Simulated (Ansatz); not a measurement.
Relaxation of a generated trial cell of Au in the AFLOW prototype A_oF8_70_a; 2 atoms in the cell, which starts as Fddd, origin choice 1 (No. 70), oF8; a = 2.849 Å, b = 5.202 Å, c = 9.165 Å, α = β = γ = 90.00°. Level of theory: r2SCAN (plane waves to 500 eV, PAW, scalar-relativistic; Ansatz, a first-principles code). Γ-centred k-mesh 13×13×13 on the run's cell (coarser than for final values), Fermi–Dirac smearing 0.05 eV. This is the first round of the run. 

The optimiser's lines from the output (shortened; P is positive under compression):

```
relax step   1: F+E_penalty+E_count = -26330.09044545 eV  Δ(F+E_penalty+E_count) = +0.000e0 eV  max|allowed force component| = 6.939e-17 eV/Å  Δτ_max = 0.0000 Å  P = +9.215 GPa  Ω = 33.959 Å³  (7 SCF iters, dr2 threshold 1.00e-7 eV, accepted)
relax step   2: F+E_penalty+E_count = -26330.17686459 eV  Δ(F+E_penalty+E_count) = -8.642e-2 eV  max|allowed force component| = 1.110e-16 eV/Å  Δτ_max = 0.0000 Å  P = -3.304 GPa  Ω = 36.477 Å³  (8 SCF iters, dr2 threshold 2.00e-7 eV, accepted)
relax step   3: F+E_penalty+E_count = -26330.21402908 eV  Δ(F+E_penalty+E_count) = -3.716e-2 eV  max|allowed force component| = 9.714e-17 eV/Å  Δτ_max = 0.0000 Å  P = -1.485 GPa  Ω = 35.875 Å³  (6 SCF iters, dr2 threshold 2.00e-7 eV, accepted)
relax step   4: F+E_penalty+E_count = -26330.22249027 eV  Δ(F+E_penalty+E_count) = -8.461e-3 eV  max|allowed force component| = 4.163e-17 eV/Å  Δτ_max = 0.0000 Å  P = +2.804 GPa  Ω = 35.032 Å³  (6 SCF iters, dr2 threshold 2.00e-7 eV, accepted)
relax step   5: F+E_penalty+E_count = -26330.23125338 eV  Δ(F+E_penalty+E_count) = -8.763e-3 eV  max|allowed force component| = 1.110e-16 eV/Å  Δτ_max = 0.0000 Å  P = -0.300 GPa  Ω = 35.650 Å³  (6 SCF iters, dr2 threshold 2.00e-7 eV, accepted)
relax step   6: F+E_penalty+E_count = -26330.23152330 eV  Δ(F+E_penalty+E_count) = -2.699e-4 eV  max|allowed force component| = 1.110e-16 eV/Å  Δτ_max = 0.0000 Å  P = -0.007 GPa  Ω = 35.564 Å³  (4 SCF iters, dr2 threshold 2.00e-7 eV, accepted)
relax step   7: F+E_penalty+E_count = -26330.23152815 eV  Δ(F+E_penalty+E_count) = -4.849e-6 eV  max|allowed force component| = 1.110e-16 eV/Å  Δτ_max = 0.0000 Å  P = -0.000 GPa  Ω = 35.561 Å³  (4 SCF iters, dr2 threshold 3.18e-9 eV, accepted)
relax step   8: F+E_penalty+E_count = -26330.23273844 eV  Δ(F+E_penalty+E_count) = -1.210e-3 eV  max|allowed force component| = 1.110e-16 eV/Å  Δτ_max = 0.0000 Å  P = +0.021 GPa  Ω = 35.561 Å³  stress off target by 6.07e-2 GPa  SCF on the basis re-selected at this cell (its energy is not comparable with the rows above)  (8 SCF iters)
relax step   9: F+E_penalty+E_count = -26330.23273933 eV  Δ(F+E_penalty+E_count) = -8.900e-7 eV  max|allowed force component| = 1.110e-16 eV/Å  Δτ_max = 0.0000 Å  P = -0.000 GPa  Ω = 35.568 Å³  (4 SCF iters, dr2 threshold 9.22e-9 eV, accepted)
relax step  10: F+E_penalty+E_count = -26330.23274215 eV  Δ(F+E_penalty+E_count) = -2.814e-6 eV  max|allowed force component| = 1.110e-16 eV/Å  Δτ_max = 0.0000 Å  P = -0.000 GPa  Ω = 35.568 Å³  stress off target by 3.64e-3 GPa  SCF on the basis re-selected at this cell (its energy is not comparable with the rows above)  (4 SCF iters)
```

From the first to the last row the energy changes by -0.07 eV/atom and the volume by +4.7 %. The last row is marked as not comparable with the walk above it, whose basis was carried along; it does compare with step 1, since both stand on a basis selected at the nominal cutoff for their own cell.

Later rounds, restarted from the end of this one on a renewed k-mesh, logged 5 more steps and released under 0.01 eV/atom more. The final structure after all rounds: Fddd, origin choice 1 (No. 70), oF8, AFLOW prototype A_oF8_70_a; a = 2.8494 Å, b = 4.9856 Å, c = 10.0260 Å, α = β = γ = 90.00°. Between re-selections the logged energies stand on a plane-wave basis carried along with the cell. No spin polarisation in the result.

The run could not lose the symmetry of its start, so the end can be a saddle point.

All atoms sit on sites fixed by symmetry, so only the cell could relax.

The relaxed structure here is a generated cell of Au: the first start was made by placing the elements on the sites of a structure type, and the end was not matched to a known phase here, so it may be hypothetical. Known forms of Au include space group No. 225.
